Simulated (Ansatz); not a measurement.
GaAs:
Space group P6₂22 (No. 180); a = b = 4.0261 Å, c = 8.8523 Å, α = β = 90.00°, γ = 120.00°

| atom | site | symmetry | x | y | z |
|---|---|---|---|---|---|
| Ga | 3d | 222 | 0.5000 | 0.0000 | 0.5000 |
| As | 3c | 222 | 0.5000 | 0.0000 | 0.0000 |

Relaxed at zero pressure with the program Ansatz at the r²SCAN level (PAW).

**Question.** The volume is lowered by 6 % and shape and atoms relax at that volume. What pressure results, and how do the axes share the change?

**Answer.** 5.4 GPa; a -2.2 %, b -2.2 %, c -1.8 %; the energy rises by 20 meV/atom.

**Question.** Give the new structure.

**Answer.** 
Space group P6₂22 (No. 180); a = b = 3.938 Å, c = 8.697 Å, α = β = 90.00°, γ = 120.00°

```csv
atom,site,symmetry,x,y,z
Ga,3d,222,0.5000,0.0000,0.5000
As,3c,222,0.5000,0.0000,0.0000
```

The phase is kept; no other phase was compared at this pressure.

Space group P6_222. The start of the workflow was typed in or built on a structure type; neither database checked (COD, Materials Project) lists it. It is not the phase usual at ambient conditions (space group No. 216). The r²SCAN relaxation kept the symmetry of its start; whether a distortion lowers the energy is not shown.

Potentials: the later of the program's two PAW sets.
